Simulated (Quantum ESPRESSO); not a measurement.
## AlZr4GaTa2 (finding a planted mistake in a log)

Computed values, not a measurement. The program is pw.x of Quantum ESPRESSO 7.5 (plane-wave density functional theory). The cell is made up: eight metal atoms on a hexagonal close-packed lattice, with elements, volume, strain and displacements drawn at random and not relaxed, so it may be unstable or far from any real phase. PseudoDojo standard norm-conserving files set the functional (PBE unless stated); there is no spin polarisation or spin-orbit coupling, the Fermi-Dirac width of 0.25 eV means electrons at about 2900 K, and the masses in the input are unused placeholders. Heavy elements are run without spin-orbit coupling, which real alloys of them have. A spin test at this wide smearing found no moment, but such smearing suppresses magnetism that the real alloy may have.

Intended input:

```
&control calculation='scf', pseudo_dir='./dojo.nc.sr.pbe.v0_5.standard.upf', outdir='./o', disk_io='minimal', tprnfor=.true., tstress=.true. /
&system ibrav=0, nat=8, ntyp=4, nbnd=61, ecutwfc=84.00895049, nosym=.true., tot_charge=0,
 occupations='smearing', smearing='fd', degauss=0.0183746611
/
&electrons conv_thr=1.470e-08, electron_maxstep=70, mixing_beta=0.5 /
ATOMIC_SPECIES
Al 1.0 Al.upf
Ga 1.0 Ga.upf
Ta 1.0 Ta.upf
Zr 1.0 Zr.upf
CELL_PARAMETERS angstrom
2.9218 -0.0273 4.7908
3.0072 0.0216 -4.8428
-2.9695 5.2556 0.0002
ATOMIC_POSITIONS angstrom
Al -0.0559 0.1311 -0.0673
Zr -1.5176 2.6397 0.031
Zr 2.9318 1.7664 -2.5618
Ga 1.7078 4.3131 -2.5121
Ta 3.1072 0.0921 -0.0899
Zr 1.4129 2.7569 -0.1351
Zr 2.9456 1.7335 2.4023
Ta 1.4363 4.286 2.5159
K_POINTS automatic
5 5 5 1 1 1
```

The log is shortened where brackets say so; the opening notice, blank lines, dates and the lines on written files are dropped, and the path of the files is cut. It prints rydbergs, bohrs and kilobars, and counts compression as positive stress. Its total energy is the free energy E - TS of the whole cell.

Log of the intended run:

```
     Program PWSCF v.7.5
     Parallel version (MPI & OpenMP), running on       4 processor cores
     Number of MPI processes:                 4
     Threads/MPI process:                     1
     [start-up lines left out]
     bravais-lattice index     =            0
     lattice parameter (alat)  =      10.6043  a.u.
     unit-cell volume          =    1012.2280 (a.u.)^3
     number of atoms/cell      =            8
     number of atomic types    =            4
     number of electrons       =        90.00
     number of Kohn-Sham states=           61
     kinetic-energy cutoff     =      84.0090  Ry
     charge density cutoff     =     336.0358  Ry
     scf convergence threshold =      1.5E-08
     mixing beta               =       0.5000
     number of iterations used =            8  plain     mixing
     Exchange-correlation= PBE
                           (   1   4   3   4   0   0   0)
     [axes and pseudopotential details left out]
   Cartesian axes
     site n.     atom                  positions (alat units)
         1        Al     tau(   1) = (  -0.0099616   0.0233626  -0.0119931  )
         2        Zr     tau(   2) = (  -0.2704425   0.4704053   0.0055243  )
         3        Zr     tau(   3) = (   0.5224587   0.3147797  -0.4565232  )
         4        Ga     tau(   4) = (   0.3043369   0.7686120  -0.4476665  )
         5        Ta     tau(   5) = (   0.5537157   0.0164126  -0.0160205  )
         6        Zr     tau(   6) = (   0.2517845   0.4912908  -0.0240754  )
         7        Zr     tau(   7) = (   0.5249179   0.3089168   0.4280997  )
         8        Ta     tau(   8) = (   0.2559545   0.7637827   0.4483436  )
     number of k points=    63  Fermi-Dirac smearing, width (Ry)=  0.0184
                       cart. coord. in units 2pi/alat
        k(    1) = (   0.1895213   0.2138552   0.0027656), wk =   0.0320000
        k(    2) = (   0.1897362   0.4275219   0.0038521), wk =   0.0320000
     [further k points left out]
     Dense  grid:   105285 G-vectors     FFT dimensions: (  64,  64,  72)
     Estimated max dynamical RAM per process >     380.45 MB
     Estimated total dynamical RAM >       1.41 GB
     Initial potential from superposition of free atoms
     starting charge      89.9836, renormalised to      90.0000
     Starting wfcs are   73 randomized atomic wfcs
     total cpu time spent up to now is        8.4 secs
     per-process dynamical memory:   299.9 Mb
     Self-consistent Calculation
     iteration #  1     ecut=    84.01 Ry     beta= 0.50
     Davidson diagonalization with overlap
     ethr =  1.00E-02,  avg # of iterations =  2.2
     Threshold (ethr) on eigenvalues was too large:
     Diagonalizing with lowered threshold
     Davidson diagonalization with overlap
     ethr =  8.71E-04,  avg # of iterations =  2.2
     total cpu time spent up to now is       43.0 secs
     total energy              =    -822.57341361 Ry
     estimated scf accuracy    <       0.80342330 Ry
     iteration #  2     ecut=    84.01 Ry     beta= 0.50
     Davidson diagonalization with overlap
     ethr =  8.93E-04,  avg # of iterations =  5.3
     total cpu time spent up to now is       67.1 secs
     total energy              =    -822.28881975 Ry
     estimated scf accuracy    <       6.08547784 Ry
     [iterations 3 to 13 left out]
     iteration # 14     ecut=    84.01 Ry     beta= 0.50
     Davidson diagonalization with overlap
     ethr =  1.40E-10,  avg # of iterations =  2.3
     total cpu time spent up to now is      281.7 secs
     total energy              =    -822.96281434 Ry
     estimated scf accuracy    <       0.00000005 Ry
     iteration # 15     ecut=    84.01 Ry     beta= 0.50
     Davidson diagonalization with overlap
     ethr =  5.95E-11,  avg # of iterations =  2.0
     total cpu time spent up to now is      297.1 secs
     End of self-consistent calculation
     [lines on levels left out]
!    total energy              =    -822.96281435 Ry
     estimated scf accuracy    <          4.0E-09 Ry
     smearing contrib. (-TS)   =      -0.11391973 Ry
     internal energy E=F+TS    =    -822.84889462 Ry
     The total energy is F=E-TS. E is the sum of the following terms:
     one-electron contribution =    -175.58709693 Ry
     hartree contribution      =     137.19819999 Ry
     xc contribution           =    -183.98469765 Ry
     ewald contribution        =    -600.47530004 Ry
     convergence has been achieved in  15 iterations
     Forces acting on atoms (cartesian axes, Ry/au):
     atom    1 type  1   force =     0.02692100   -0.04026278    0.00815997
     atom    2 type  4   force =    -0.00997869    0.03607420    0.00101568
     atom    3 type  4   force =     0.02563487   -0.03977038    0.01467161
     atom    4 type  2   force =    -0.04213286    0.03999153    0.00736685
     atom    5 type  3   force =    -0.03659717   -0.00413405    0.01068240
     atom    6 type  4   force =     0.03504769    0.00443780    0.00480151
     atom    7 type  4   force =    -0.02435612   -0.01634143   -0.01215630
     atom    8 type  3   force =     0.02546128    0.02000512   -0.03454172
     Total force =     0.125254     Total SCF correction =     0.000133
     Computing stress (Cartesian axis) and pressure
          total   stress  (Ry/bohr**3)                   (kbar)     P=      104.59
   0.00062165  -0.00007240   0.00001830           91.45      -10.65        2.69
  -0.00007240   0.00064977   0.00005197          -10.65       95.59        7.64
   0.00001830   0.00005197   0.00086147            2.69        7.64      126.73
     init_run     :      7.87s CPU      8.13s WALL (       1 calls)
     electrons    :    287.43s CPU    288.73s WALL (       1 calls)
     forces       :      2.21s CPU      2.23s WALL (       1 calls)
     stress       :      7.49s CPU      7.67s WALL (       1 calls)
     [timing details left out]
     PWSCF        :   5m 5.24s CPU   5m 7.02s WALL
     JOB DONE.
```

A second run was made from an input with one planted mistake. Its log:

```
     Program PWSCF v.7.5
     Parallel version (MPI & OpenMP), running on       4 processor cores
     Number of MPI processes:                 4
     Threads/MPI process:                     1
     [start-up lines left out]
     bravais-lattice index     =            0
     lattice parameter (alat)  =      10.6043  a.u.
     unit-cell volume          =    1012.2280 (a.u.)^3
     number of atoms/cell      =            8
     number of atomic types    =            4
     number of electrons       =        90.00
     number of Kohn-Sham states=           61
     kinetic-energy cutoff     =      84.0090  Ry
     charge density cutoff     =     336.0358  Ry
     scf convergence threshold =      1.5E-08
     mixing beta               =       0.5000
     number of iterations used =            8  plain     mixing
     Exchange-correlation= PBE
                           (   1   4   3   4   0   0   0)
     [axes and pseudopotential details left out]
   Cartesian axes
     site n.     atom                  positions (alat units)
         1        Al     tau(   1) = (  -0.0099616   0.0233626  -0.0119931  )
         2        Zr     tau(   2) = (  -0.2704425   0.4704053   0.0055243  )
         3        Zr     tau(   3) = (   0.5224587   0.3147797  -0.4565232  )
         4        Ga     tau(   4) = (   0.3043369   0.7686120  -0.4476665  )
         5        Zr     tau(   5) = (   0.5537157   0.0164126  -0.0160205  )
         6        Zr     tau(   6) = (   0.2517845   0.4912908  -0.0240754  )
         7        Ta     tau(   7) = (   0.5249179   0.3089168   0.4280997  )
         8        Ta     tau(   8) = (   0.2559545   0.7637827   0.4483436  )
     number of k points=    63  Fermi-Dirac smearing, width (Ry)=  0.0184
                       cart. coord. in units 2pi/alat
        k(    1) = (   0.1895213   0.2138552   0.0027656), wk =   0.0320000
        k(    2) = (   0.1897362   0.4275219   0.0038521), wk =   0.0320000
     [further k points left out]
     Dense  grid:   105285 G-vectors     FFT dimensions: (  64,  64,  72)
     Estimated max dynamical RAM per process >     380.45 MB
     Estimated total dynamical RAM >       1.41 GB
     Initial potential from superposition of free atoms
     starting charge      89.9836, renormalised to      90.0000
     Starting wfcs are   73 randomized atomic wfcs
     total cpu time spent up to now is        8.7 secs
     per-process dynamical memory:   299.9 Mb
     Self-consistent Calculation
     iteration #  1     ecut=    84.01 Ry     beta= 0.50
     Davidson diagonalization with overlap
     ethr =  1.00E-02,  avg # of iterations =  2.2
     Threshold (ethr) on eigenvalues was too large:
     Diagonalizing with lowered threshold
     Davidson diagonalization with overlap
     ethr =  6.51E-04,  avg # of iterations =  2.6
     total cpu time spent up to now is       45.6 secs
     total energy              =    -822.70916300 Ry
     estimated scf accuracy    <       0.60550239 Ry
     iteration #  2     ecut=    84.01 Ry     beta= 0.50
     Davidson diagonalization with overlap
     ethr =  6.73E-04,  avg # of iterations =  6.1
     total cpu time spent up to now is       68.0 secs
     total energy              =    -822.58323360 Ry
     estimated scf accuracy    <       3.15770585 Ry
     [iterations 3 to 13 left out]
     iteration # 14     ecut=    84.01 Ry     beta= 0.50
     Davidson diagonalization with overlap
     ethr =  8.77E-11,  avg # of iterations =  2.0
     total cpu time spent up to now is      290.3 secs
     total energy              =    -822.97828023 Ry
     estimated scf accuracy    <       0.00000002 Ry
     iteration # 15     ecut=    84.01 Ry     beta= 0.50
     Davidson diagonalization with overlap
     ethr =  2.02E-11,  avg # of iterations =  2.0
     total cpu time spent up to now is      306.3 secs
     End of self-consistent calculation
     [lines on levels left out]
!    total energy              =    -822.97828023 Ry
     estimated scf accuracy    <          2.5E-09 Ry
     smearing contrib. (-TS)   =      -0.11388020 Ry
     internal energy E=F+TS    =    -822.86440003 Ry
     The total energy is F=E-TS. E is the sum of the following terms:
     one-electron contribution =    -176.46053452 Ry
     hartree contribution      =     137.61777617 Ry
     xc contribution           =    -183.98149579 Ry
     ewald contribution        =    -600.04014589 Ry
     convergence has been achieved in  15 iterations
     Forces acting on atoms (cartesian axes, Ry/au):
     atom    1 type  1   force =     0.03879090   -0.03279360   -0.00311175
     atom    2 type  4   force =    -0.01156186    0.03380095    0.00002574
     atom    3 type  4   force =     0.02544582   -0.03737294    0.00327392
     atom    4 type  2   force =    -0.04575159    0.04065856    0.00990600
     atom    5 type  4   force =    -0.04580090    0.00654486    0.02748615
     atom    6 type  4   force =     0.03251711   -0.00204321    0.00185590
     atom    7 type  3   force =    -0.02330923   -0.01407588    0.00274913
     atom    8 type  3   force =     0.02966975    0.00528126   -0.04218510
     Total force =     0.131008     Total SCF correction =     0.000110
     Computing stress (Cartesian axis) and pressure
          total   stress  (Ry/bohr**3)                   (kbar)     P=      106.30
   0.00062035  -0.00001487   0.00006744           91.26       -2.19        9.92
  -0.00001487   0.00065161   0.00004719           -2.19       95.86        6.94
   0.00006744   0.00004719   0.00089589            9.92        6.94      131.79
     init_run     :      8.13s CPU      8.42s WALL (       1 calls)
     electrons    :    295.76s CPU    297.66s WALL (       1 calls)
     forces       :      2.23s CPU      2.25s WALL (       1 calls)
     stress       :      7.57s CPU      7.76s WALL (       1 calls)
     [timing details left out]
     PWSCF        :   5m13.97s CPU   5m16.39s WALL
     JOB DONE.
```

Question: the log repeats what the program read. Compare it with the intended run: what was wrong in the second input?

Answer: two atoms have their elements exchanged. The input lines that differ:

```
- Ta 3.1072 0.0921 -0.0899
+ Zr 3.1072 0.0921 -0.0899
- Zr 2.9456 1.7335 2.4023
+ Ta 2.9456 1.7335 2.4023
```

|  | intended run | run with the mistake |
| --- | --- | --- |
| free energy (eV) | -11196.980 | -11197.190 |
| entropy term -TS, part of it (eV) | -1.550 | -1.549 |
| pressure (GPa) | 10.46 | 10.63 |
| size of the largest force component (eV/Å) | 1.083 | 1.178 |
| largest change of a force component (eV/Å) |  | 0.432 |
| iterations | 15 | 15 |

For scale, a rerun of the intended cell at a higher cutoff and on a denser mesh moved values by no more than 0.003 eV in energy, 0.02 GPa in stress and 0.005 eV/Å in force, and a second program with other atomic files agreed on that cell to 2 % rms in force and 0.5 GPa in pressure.